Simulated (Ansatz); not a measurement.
## W: work and stress of cleavage

Computed with DFT r2SCAN, scalar-relativistic, plane waves, PAW (Ansatz). Settings: plane waves to 500 eV, k-mesh 24×24×5 (Γ-centred), Gaussian smearing 0.15 eV. Spin–orbit coupling is left out, which can shift energies with elements as heavy as these. No spin polarisation. Energies are free energies at this smearing, counted from the undisturbed cell; pressure is positive in compression.

Reference structure (relaxed at this level; this fcc form isn't the usual structure):

```xyz
6
Lattice="2.0086 -2.0086 0.0000 2.0086 0.0000 -2.0086 8.0343 8.0343 8.0343" Properties=species:S:1:pos:R:3 pbc="T T T"
W     3.3475   -0.6697   -0.6697
W     7.3646    7.3646    7.3646
W     3.3475    1.3389    1.3389
W     7.3646    3.3475    3.3475
W     3.3475    3.3475    3.3475
W     7.3646    5.3561    5.3561
```

The cut lies on the cell's a–b face, a (1 1 1) plane (indices in the standard cell, whose axes needn't be the Cartesian ones shown) of area 6.99 Å², between layers 2.32 Å apart. Vector c is lengthened by d along the normal with the atoms' Cartesian places fixed: one unrelaxed cut a cell. The traction is positive where the two halves pull on each other.

| d (Å) | energy (J/m²) | traction (GPa) |
| --- | --- | --- |
| -0.30 | 0.55 | -43.8 |
| 0.00 | 0.00 | 0.0 |
| 0.25 | 0.39 | 29.4 |
| 0.50 | 1.31 | 41.3 |
| 1.00 | 3.16 | 29.1 |
| 2.00 | 4.97 | 9.9 |
| 3.00 | 5.57 | 3.2 |
| 6.00 | 5.80 | 0.0 |

What are the work of separation and the cleavage stress, and do they fit the universal binding curve?

The energy levels off near W ≈ 5.80 J/m² (the traction is down to 0.0 GPa), the energy of the two unrelaxed faces, 2.90 J/m² each on average. The largest sampled traction is 41.3 GPa at d = 0.50 Å, and a parabola through it and its two neighbours peaks at σ_max ≈ 42.8 GPa, d ≈ 0.62 Å. The curve E = W[1 − (1 + d/ℓ)exp(−d/ℓ)] peaks in traction at d = ℓ with σ_max = W/(eℓ); with 1 J/m² per Å = 10 GPa this W and σ_max give ℓ = 0.50 Å. A parabola through that curve at the same three d peaks at 0.59 Å, against 0.62 Å here, a fair fit. Real crystals break at far lower stress, because cracks concentrate it, and on the plane of lowest W, which needn't be this one.

The cut is rigid; relaxing the faces lowers these energies and usually the stresses.

In a metal these slopes depend on the k mesh and the smearing.

Cost: 8 runs of about 25 core-minutes in all, on Arm Neoverse V1 (shared hosts).